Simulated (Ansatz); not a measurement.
TlPt (P6/mmm): electronic heat capacity and spin susceptibility from the density of states

The calculation used DFT PBEsol, scalar-relativistic, plane waves, PAW (Ansatz 0.2.0).

Plane waves to 420 eV, a k mesh through Γ of 6×6×10 on the computed 6-atom cell and Gaussian smearing (0.10 eV); no spin polarisation.

Relaxed cell: P6/mmm, a = 6.261 Å, b = 6.261 Å, c = 4.063 Å, α = 90.00°, β = 90.00°, γ = 120.00°, 6 atoms in the primitive cell. Whether it is the stable form of this composition wasn't checked.

The density of states at the Fermi level is 3.876 states/eV in the cell of 6 atoms (3 formula units; both spins, tetrahedra on a 9×9×15 mesh). Averaged over bins of 0.1 eV the density runs from 2.3 to 4.4 states/eV within 0.2 eV of the Fermi level, so the figure hangs on the exact place of that level.

Problem. What Sommerfeld coefficient and Pauli susceptibility does this give?

Solution. Per formula unit N(E_F) = 1.292 states/eV. γ = (π²/3) k_B² N(E_F) N_A = 2.357 mJ/(mol K²) per state/eV, so γ = 3.0 mJ/(mol K²), a mole of formula units. χ_P = μ_B² N(E_F) N_A = 3.23×10⁻⁵ emu/mol per state/eV gives 4.2×10⁻⁵ emu/mol. This is the bare band result: a measured γ of the same phase is as a rule larger by a factor 1 + λ from phonons and spin fluctuations, the spin part of χ is larger by the Stoner factor, and a measured χ also holds orbital and core terms. N(E_F) at one energy is sensitive to the mesh where the density of states has sharp peaks.

Spin-orbit coupling is left out, which matters for the bands of heavy elements.

Cost: 1 run of about 1.1 core-minutes, on Intel Xeon 6975P-C (Granite Rapids) (shared hosts).